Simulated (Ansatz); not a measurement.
BeTe:
```
BeTe
1.0
    0.00000     2.65083     2.65083
    2.65083     0.00000     2.65083
    2.65083     2.65083     0.00000
Be Te
1 1
Cartesian
  0.00000   0.00000   0.00000
  2.65083   2.65083   2.65083
```

Relaxed with PBEsol. Special points in fractions of this cell's reciprocal vectors: Γ (0.000, 0.000, 0.000); X (0.500, 0.000, 0.500); U (0.625, 0.250, 0.625); K (0.375, 0.375, 0.750); L (0.500, 0.500, 0.500); W (0.500, 0.250, 0.750).

Problem. List the band energies nearest the Fermi level at these points for plane-wave PAW PBEsol (Ansatz code).

Solution. In eV from the Fermi level; about four levels below and three above (degenerate sets whole), none deeper than 8.9 eV; points with the same levels are listed once.

| k | below | above |
|---|---|---|
| Γ | -0.27 -0.27 -0.27 | 3.34 6.37 6.37 6.37 |
| X | -6.32 -3.15 -3.15 -0.91 | 2.88 9.07 9.07 |
| U | -5.71 -5.19 -2.48 | 0.55 5.76 6.36 |
| L | -7.03 -0.28 -0.28 | 2.27 2.27 2.96 |
| W | -5.13 -5.13 -4.30 | 3.49 3.50 7.35 7.35 |

Space group Fm-3m (rock salt). The start of the workflow was typed in or built on a structure type; neither database checked (COD, Materials Project) lists it. COD files the formula under space group No. 216. Its standing as an ambient phase is unchecked. The PBEsol relaxation kept the symmetry of its start. At this level the phase is dynamically unstable (imaginary phonons). Scalar-relativistic: spin–orbit coupling is off unless named, which matters more the heavier the elements.

Potentials: the earlier of the program's two PAW sets. The files were generated under PBE; for other functionals the program regenerates the frozen cores, and for LDA and PBEsol the local potential too.
